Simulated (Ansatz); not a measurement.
CsSnBr3:
```xyz
5
Lattice="5.8869 0.0000 0.0000 0.0000 5.8869 0.0000 0.0000 0.0000 5.8869" Properties=species:S:1:pos:R:3 pbc="T T T"
Cs     0.0000     0.0000     0.0000
Sn     2.9435     2.9435     2.9435
Br     2.9435     0.0000     2.9435
Br     0.0000     2.9435     2.9435
Br     2.9435     2.9435     0.0000
```

Relaxed with PBE. Special points in fractions of this cell's reciprocal vectors: Γ (0.000, 0.000, 0.000); X (0.000, 0.500, 0.000); M (0.500, 0.500, 0.000); R (0.500, 0.500, 0.500).

Task: List the band energies nearest the valence-band maximum at these points for PBE (plane waves, PAW; program Ansatz).

Result: In eV from the valence-band maximum; about four levels below and three above (degenerate sets whole), none deeper than 8.9 eV; points with the same levels are listed once.

```csv
k,below,above
Γ,-2.81 -2.81 -2.81 -2.69 -2.69 -2.69,2.38 3.47 3.47
X,-2.94 -2.80 -2.80 -1.89,1.57 3.79 4.37 4.37
M,-3.05 -3.05 -2.35 -0.92,1.14 1.14 3.97
R,-2.34 -2.34 -2.34 0.00,0.63 0.63 0.63
```

Space group Pm-3m (cubic perovskite). The cell was relaxed with PBE under the symmetry of its start; of distortions, only those at the zone centre were tested. Spin–orbit coupling is left out wherever it is not named.

Potentials: the later of the program's two PAW sets.
